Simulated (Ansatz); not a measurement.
NbP (CsCl type, space group No. 221) under volume change, plane-wave PAW PBE (Ansatz code), scaled uniformly.

| V (Å³/atom) | E − E(relaxed) (meV/atom) | P (GPa) |
|---|---|---|
| 13.679 | 85.6 | 22.05 |
| 14.130 | 36.0 | 13.49 |
| 14.581 | 8.5 | 6.21 |
| 15.032 | 0.0 | 0.00 |
| 15.483 | (withheld) | (withheld) |
| 15.934 | 29.1 | -9.82 |
| 16.385 | (withheld) | (withheld) |

Q: Some entries are withheld; supply them.

A: 
- 15.483, E − E(relaxed) (meV/atom): 7.7
- 15.483, P (GPa): -5.30
- 16.385, E − E(relaxed) (meV/atom): 62.3
- 16.385, P (GPa): -13.66

Q: What does a third-order Birch–Murnaghan fit give for V₀, B₀ and B′?

A: V₀ = 15.03 Å³/atom, B₀ = 191 GPa, B′ = 4.3.

Space group Pm-3m (CsCl type). The cell is a constructed one: a structure type filled with these elements; neither database checked (COD, Materials Project) lists it. COD files the formula under space group No. 141, so this cell is another polymorph or a model. Its standing as an ambient phase is unchecked. The cell was relaxed with PBE under the symmetry of its start; whether a distortion lowers the energy is not shown. The run is not spin-polarised.

Potentials: the later of the program's two PAW sets.
